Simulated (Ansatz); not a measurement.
Method: DFT PBE, scalar-relativistic, plane waves, PAW in Ansatz. Settings: cutoff 420 eV, Γ-centred meshes spaced at most about 0.3 Å⁻¹, and about 0.25 Å⁻¹ or finer for metals (2π included), Gaussian smearing. No spin polarisation in the final relaxations.

Temperature and zero-point effects are left out.

Two forms of LiY3 were relaxed alike.

A.

```
CELL_PARAMETERS angstrom
3.63385 0.00000 0.00000
0.00000 3.63385 0.00000
0.00000 0.00000 8.82898
ATOMIC_POSITIONS crystal
Li 0.00000 0.00000 0.00000
Y 0.50000 0.50000 0.77978
Y 0.00000 0.00000 0.50000
Y 0.50000 0.50000 0.22022
```

B.

```
CELL_PARAMETERS angstrom
-3.12407 3.12407 3.12407
3.12407 -3.12407 3.12407
3.12407 3.12407 -3.12407
ATOMIC_POSITIONS crystal
Li 0.00000 0.00000 0.00000
Y 0.00000 0.50000 0.50000
Y 0.50000 0.00000 0.50000
Y 0.50000 0.50000 0.00000
```

Question: Which form is favoured at zero pressure, and by what margin per atom?

Answer: A is lower, by 0.54 eV/atom. A has Li and Y ordered on fcc sites, space group P4/mmm (No. 123), 29.1 Å³/atom and no gap on its mesh; B has space group Im-3m (No. 229), 30.5 Å³/atom and no gap. Counting all near atoms (those within 1.25 times the shortest distance at each site; a plus sign parts nearer from farther groups; a slash parts the counts of unlike sites), A has Li 8+4, Y 4+9/12+2 and B has Li 6, Y 6. The denser one is the lower, and pressure would at first widen the difference. Even the lower one lies +0.06 eV/atom against the reference forms of the elements (uncorrected), so neither is stable at this level. Both come from invented guesses.

A magnetic state wasn't ruled out in cells without spin, among them Im-3m. Cells relaxed within their symmetry can be saddle points.
